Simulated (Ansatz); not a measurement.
# Ge (Ia-3), comparing deformations

These are results of Ansatz, DFT PBEsol, scalar-relativistic, plane waves, PAW, not measurements. Settings: plane waves to 420 eV, k-mesh 8×8×8 (Γ-centred), Gaussian smearing 0.15 eV. No spin polarisation. Energies are free energies at this smearing, counted from the undisturbed cell; pressure is positive in compression.

The starting cell (relaxed at this level; this form isn't the usual structure):

```yaml
crystal:
  lattice:
    - [-3.46966, 3.46966, 3.46966]
    - [3.46966, -3.46966, 3.46966]
    - [3.46966, 3.46966, -3.46966]
  atoms:
    - { symbol: Ge, position: [0.50000, 0.00000, 0.79584] }
    - { symbol: Ge, position: [0.79584, 0.50000, 0.00000] }
    - { symbol: Ge, position: [0.00000, 0.79584, 0.50000] }
    - { symbol: Ge, position: [0.70416, 0.70416, 0.70416] }
    - { symbol: Ge, position: [0.50000, 0.00000, 0.20416] }
    - { symbol: Ge, position: [0.20416, 0.50000, 0.00000] }
    - { symbol: Ge, position: [0.00000, 0.20416, 0.50000] }
    - { symbol: Ge, position: [0.29584, 0.29584, 0.29584] }
```

The cell is strained by ε times a Voigt pattern (xx, yy, zz, yz, xz, xy; engineering shear) with fractional coordinates fixed. τ = (1/V0) dE/dε comes from the stress tensor. Of each scan, only the three points used here are listed.

```csv
pattern,ε,τ (GPa)
"(1, -1, 0, 0, 0, 0)",-0.0300,-6.36
"(1, -1, 0, 0, 0, 0)",0.0000,0.00
"(1, -1, 0, 0, 0, 0)",0.0150,3.26
"(1, 1, 0, 0, 0, 0)",-0.0150,-5.68
"(1, 1, 0, 0, 0, 0)",0.0000,0.04
"(1, 1, 0, 0, 0, 0)",0.0150,5.00
"(0, 0, 1, 0, 0, 0)",-0.0150,-2.23
"(0, 0, 1, 0, 0, 0)",0.0000,0.02
"(0, 0, 1, 0, 0, 0)",0.0150,2.07
```

Problem. Which constants do the scans give, and which deformation costs least for the same size of strain tensor?

Solution. The slope dτ/dε at zero (parabola through three points) is pᵀCp: (1, -1, 0, 0, 0, 0) gives 2(C11 − C12) = 215 GPa; (1, 1, 0, 0, 0, 0) gives 2(C11 + C12) = 356 GPa; (0, 0, 1, 0, 0, 0) gives C11 = 143 GPa. The size of the strain tensor, ε:ε, is ε² times 2.0, 2.0, 1.0. Per unit of it the stiffnesses are 108, 178, 143 GPa, so (1, -1, 0, 0, 0, 0) is the softest of these: at ε:ε = (1 %)² the quadratic term costs 0.70 meV/atom against 1.16 for the stiffest. These are clamped-ion values.

Problem. What else follows for this cubic crystal?

Solution. From the unrounded slopes C11 = 143.2 and C12 = 34.8 GPa, so B = (C11 + 2 C12)/3 = 71 GPa and the Poisson ratio for a pull along a cube edge is C12/(C11 + C12) = 0.20. Symmetry also asks 2(C11 − C12) = 217 GPa, against 215 from its own scan.

Forces appear on the atoms along this scan, and letting them relax would lower the energy and soften the response. In a metal these slopes depend on the k mesh and the smearing.